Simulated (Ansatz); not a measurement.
## Vibrational response of HfN at 6 GPa

All numbers below come from DFT LDA, scalar-relativistic, plane waves, PAW in Ansatz 0.2.0. Plane waves to 420 eV; Γ-centred k mesh 16×16×16; Fermi-Dirac smearing of 0.15 eV. No spin polarisation. Phonons by linear response, acoustic sum rule imposed.

The cell, relaxed at 6 GPa:
```
CELL_PARAMETERS angstrom
0.00000 2.22016 2.22016
2.22016 0.00000 2.22016
2.22016 2.22016 0.00000
ATOMIC_POSITIONS crystal
Hf 0.00000 0.00000 0.00000
N 0.50000 0.50000 0.50000
```

In a metal, frequencies and elastic constants depend on the k mesh and the smearing, soft modes and shear constants most. Spin polarisation was left out, and a magnetic state may lie lower. Spin–orbit coupling is left out, which can shift energies with elements as heavy as these.

Optical modes at Γ; i marks an imaginary frequency:
```
frequency (THz) degeneracy
          15.98           3
```

All 3 optical modes at Γ are real: no displacement of atoms at fixed cell lowers the energy to second order. Strains and modes at other wave vectors aren't tested by this run.

Cost: 1 run of about 0.68 core-minutes, on Intel Xeon Platinum 8488C (Sapphire Rapids) (shared hosts).